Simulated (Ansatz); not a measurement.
Theory: DFT PBE, scalar-relativistic, plane waves, PAW in Ansatz. Cutoff 420 eV, Γ-centred 12×12×12 mesh (10-atom cell), Gaussian smearing of 0.02 eV, no spin polarisation.

Energies over the elements count from the elements' standard structures at the same level, with no fitted energy shifts.

Task: Give a relaxed trial structure of a tetragonal narrow-gap semiconductor with formula Cd5Te3Se2, with a gap near 0.4 eV, a formation energy near −0.52 eV/atom and about 34 Å³ per atom, in a cell of 10 atoms. Its symmetry should be I-4m2 (No. 119).

Result: Cd5Te3Se2, space group I-4m2 (No. 119). Cd on a site of symmetry 2mm is surrounded by 2 Se at 2.72 Å and 2 Te at 2.84 Å; around Cd on a site of symmetry -4m2 lie 4 Te at 2.85 Å; around Te on a site of symmetry 2mm lie 4 Cd at 2.84–2.85 Å; Se is surrounded by 4 Cd at 2.72 Å; 2 more sites not described.

```
Cd Te Se
1.0
    -2.28211    2.28211   16.08887
     2.28211   -2.28211   16.08887
     2.28211    2.28211  -16.08887
Cd Te Se
5 3 2
Direct
  0.89438 0.89438 0.00000
  0.50000 0.50000 0.00000
  0.10562 0.10562 0.00000
  0.69735 0.69735 0.00000
  0.30265 0.30265 0.00000
  0.55286 0.05286 0.50000
  0.75000 0.25000 0.50000
  0.94714 0.44714 0.50000
  0.15146 0.65146 0.50000
  0.34854 0.84854 0.50000
```

| Quantity | Value |
| --- | --- |
| Volume per atom | 33.52 Å³ |
| Density | 5.46 g/cm³ |
| Energy over the elements | −0.520 eV/atom |
| Gap on the 12×12×12 mesh of the 10-atom cell | 0.43 eV |

It was reached by relaxing an invented guess, and it needn't be the stable form of this composition. Other answers may fit too; this one was computed.

Spin–orbit coupling, which can matter for Te, is left out. Kohn–Sham gaps at this level usually fall short of measured ones. The missing spin–orbit coupling can work the other way here. The reference forms of Se and Te are held partly by dispersion forces, which this level lacks. Symmetry constrained the relaxation, so the result can be a saddle point.
